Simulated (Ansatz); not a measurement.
GaMo$_{3}$N:
```
CELL_PARAMETERS angstrom
      4.08522     0.00000     0.00000
      0.00000     4.08522     0.00000
      0.00000     0.00000     4.08522
ATOMIC_POSITIONS crystal
  Ga 0.00000 0.00000 0.00000
  Mo 0.00000 0.50000 0.50000
  Mo 0.50000 0.00000 0.50000
  Mo 0.50000 0.50000 0.00000
  N  0.50000 0.50000 0.50000
```

Relaxed with r²SCAN.

Map the electron localisation function on the plane through (0.000, 0.000, 0.000) spanned by u = [1, 0, 0] and v = [0, 1, 1] in lattice vectors, from r²SCAN (plane waves, PAW; program Ansatz).

x is the fraction of u, y of v (the angle between them is 90°; rows are the nearest grid lines); atoms in the plane: Ga at (0.00, 0.00), Mo at (0.00, 0.50), N at (0.50, 0.50).
```
|900123333222333321009|
|001223333323333322100|
|122234443333344432221|
|223344443333344443322|
|333455443333344554333|
|444554433333334455444|
|222333322222223333222|
|112223333333333322211|
|332222345565543222233|
|665322357777753223566|
|567632577545775236765|
|357742586212685247753|
|357742586212685247753|
|567632577545775236765|
|665322357777753223566|
|332222345565543222233|
|112223333333333322211|
|222333322222223333222|
|444554433333334455444|
|333455443333344554333|
|223344443333344443322|
|122234443333344432221|
|001223333323333322100|
|900123333222333321009|
```
Scale: ten equal steps from -0.059 (start of '0') to 1.00 (end of '9'), in the order '0123456789'; x runs from 0.000 to 1.00, y from 0.000 (bottom) to 1.00 (top).

The density is the valence pseudo-density with augmentation charge, so density and ELF within about 1 Å of a nucleus are not all-electron values.

Space group Pm-3m (anti-perovskite). The start of the workflow was typed in or built on a structure type; neither database checked (COD, Materials Project) lists it. Its standing as an ambient phase is unchecked. The cell was relaxed with r²SCAN under the symmetry of its start; whether a distortion lowers the energy is not shown. The workflow began spin-polarised and lost its moments.

Potentials: the later of the program's two PAW sets.
